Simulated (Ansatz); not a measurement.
Relaxed-ion elastic tensor of Mg2TeS in space group R3m (No. 160; Mg on 3a, Mg on 3a, Te on 3a, S on 3a) in GPa (Voigt order), PBEsol (plane waves, PAW; program Ansatz); density 3.14 g/cm³, 27.55 Å³ per atom.

```
      1     2     3     4     5     6
-  ----  ----  ----  ----  ----  ----
1  67.7  32.7  29.4  -5.9   0.0   0.0
2  32.7  67.7  29.4   5.9   0.0   0.0
3  29.4  29.4  75.2   0.0   0.0   0.0
4  -5.9   5.9   0.0  11.4   0.0   0.0
5   0.0   0.0   0.0   0.0  11.4  -5.9
6   0.0   0.0   0.0   0.0  -5.9  17.5
```

### Question
Is the crystal mechanically stable?

### Answer
Yes: the smallest eigenvalue of C is 7.8 GPa.

### Question
Work out the Voigt, Reuss and Hill averages.

### Answer
K_V = 43.7, K_R = 43.7, K_H = 43.7; G_V = 16.0, G_R = 12.6, G_H = 14.3 GPa.

### Question
Give Young's modulus, Poisson's ratio, Pugh's ratio and the universal anisotropy index.

### Answer
E = 9KG/(3K + G) = 38.7 GPa; ν = 0.35; K/G = 3.05 (ductile by the Pugh limit of 1.75); A_U = 5G_V/G_R + K_V/K_R − 6 = 1.34.

### Question
Estimate the sound speeds and the Debye temperature.

### Answer
v_l = √((K + 4G/3)/ρ) = 4470 m/s, v_t = √(G/ρ) = 2140 m/s, mean 2400 m/s; Θ = (h/k)(3n/4πV)^(1/3) v_m = 237 K.

### Question
Solve the Christoffel equation for the three sound speeds along x, y, z.

### Answer
Eigenvalues of C_ijkl n_j n_l equal ρv² (piezoelectric stiffening left out). In km/s, slowest first: x 1.58, 2.59, 4.65; y 1.85, 2.36, 4.67; z 1.91, 1.91, 4.90.

### Question
How much does each axis shrink under pressure?

### Answer
Linear compressibilities β_i = Σ_j S_ij (j = 1 to 3): x 7.9, y 7.9, z 7.1 per TPa.

The workflow started from a Materials Project entry (that database holds measured and hypothetical structures alike); the Crystallography Open Database copy checked does not list it. Whether it is the stable phase at ambient conditions was not checked. The cell was relaxed with PBEsol under the symmetry of its start; whether a distortion lowers the energy is not shown. Spin–orbit coupling is left out wherever it is not named.

Potentials: the later of the program's two PAW sets.
